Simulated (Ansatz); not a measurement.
GaGeO3:
```
GaGeO3
1.0
    3.48321     0.00000     0.00000
    0.00000     3.48321     0.00000
    0.00000     0.00000     4.71987
Ga Ge O
1 1 3
Cartesian
  1.74160   1.74160   2.89333
  0.00000   0.00000   1.00566
  0.00000   1.74160   2.05904
  1.74160   0.00000   2.05904
  1.74160   1.74160   4.68032
```

Relaxed with DFT-r²SCAN+D4 in the program Ansatz with PAW potentials. Indices refer to the conventional cell of P4mm, a = b = 3.483 Å, c = 4.720 Å, α = β = γ = 90.00°.

**Question.** Simulate the powder diffraction pattern (Cu Kα, λ = 1.54184 Å; lines above 1 %) up to 2θ = 90°.

**Answer.** Simulated powder pattern, Cu Kα, λ = 1.54184 Å (kinematic, ideal powder, no thermal factors, no anomalous dispersion; the 30 strongest lines at most, above 1 %, up to 2θ = 90°):

| 2θ (°) | d (Å) | I/Imax (%) | hkl |
|---|---|---|---|
| 18.80 | 4.720 | 23 | (001) |
| 25.57 | 3.483 | 1.2 | (100) |
| 31.93 | 2.803 | 100 | (101) |
| 36.48 | 2.463 | 34 | (110) |
| 38.13 | 2.360 | 5.9 | (002) |
| 46.48 | 1.954 | 20 | (102) |
| 52.55 | 1.742 | 25 | (200) |
| 53.80 | 1.704 | 24 | (112) |
| 56.31 | 1.634 | 4.1 | (201) |
| 58.68 | 1.573 | 2.2 | (003) |
| 62.82 | 1.479 | 28 | (211) |
| 65.05 | 1.434 | 6.9 | (103) |
| 66.75 | 1.401 | 5.2 | (202) |
| 71.10 | 1.326 | 11 | (113) |
| 72.74 | 1.300 | 9.4 | (212) |
| 77.51 | 1.232 | 6.9 | (220) |
| 80.63 | 1.192 | 1.3 | (221) |
| 82.65 | 1.167 | 3.4 | (203) |
| 86.28 | 1.127 | 5.7 | (301) |
| 87.23 | 1.118 | 5.2 | (104) |
| 88.28 | 1.107 | 5.7 | (213) |
| 88.84 | 1.101 | 5.4 | (310) |
| 89.84 | 1.092 | 2.5 | (222) |

The start of the workflow was typed in or built on a structure type; neither database checked (COD, Materials Project) lists it. Whether it is the stable phase at ambient conditions was not checked. The r²SCAN+D4 relaxation kept the symmetry of its start; its stability against distortions is not shown here.

Potentials: the earlier of the program's two PAW sets. The files were generated under PBE; for other functionals the program regenerates the frozen cores, and for LDA and PBEsol the local potential too.
